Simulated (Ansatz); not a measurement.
CdS:
Space group Fm-3m (No. 225); a = b = c = 5.453 Å, α = β = γ = 90.00°

```json
[
 {"atom": "Cd", "site": "4b", "symmetry": "m-3m", "x": "0.5000", "y": "0.5000", "z": "0.5000"},
 {"atom": "S", "site": "4a", "symmetry": "m-3m", "x": "0.0000", "y": "0.0000", "z": "0.0000"}
]
```
(The calculation used a cell of 2 atoms; values per cell refer to that cell.)

Relaxed with r²SCAN. Independent-particle spectrum: no excitons, no local fields, no scissors shift; 0.1 eV broadening; ε₁ of the summed bands alone.

Problem. Tabulate the dielectric function from plane-wave PAW r²SCAN (Ansatz code).

Solution. 

```csv
E (eV),ε₁ xx,ε₂ xx
0.0,7.67,0.00
0.4,7.72,0.00
0.8,7.86,0.00
1.2,8.11,0.00
1.6,8.51,0.00
2.0,9.15,0.00
2.4,10.47,0.21
2.8,11.77,0.99
3.2,13.17,3.78
3.6,13.25,5.75
4.0,14.50,8.46
4.4,12.53,15.76
4.8,6.17,18.50
5.2,-5.00,14.75
5.6,-2.74,6.34
6.0,-0.16,6.47
6.4,-1.19,6.32
6.8,-1.18,5.55
7.2,-1.28,4.52
7.6,-0.59,3.73
8.0,0.23,3.76
8.4,1.37,4.12
8.8,-1.22,6.04
9.2,-2.63,4.63
9.6,-2.08,3.02
10.0,-1.36,2.56
10.4,-1.19,3.56
10.8,-1.62,2.52
11.2,-1.81,1.78
11.6,-1.30,1.40
12.0,-0.92,1.30
```

Problem. From ε at 3.8 eV (xx: 13.63 + 6.83i), find n, k, the normal reflectivity and the absorption coefficient.

Solution. n = 3.80, k = 0.899, R = 36 %, α = 2kE/ħc = 350000 cm⁻¹.

With all bands, ε∞ without local fields is 7.86.

This is a known high-pressure phase of the composition, computed here at zero pressure and temperature. Symmetry was held in the r²SCAN relaxation; whether a distortion lowers the energy is not shown. Spin–orbit coupling is left out wherever it is not named.

Potentials: the later of the program's two PAW sets.
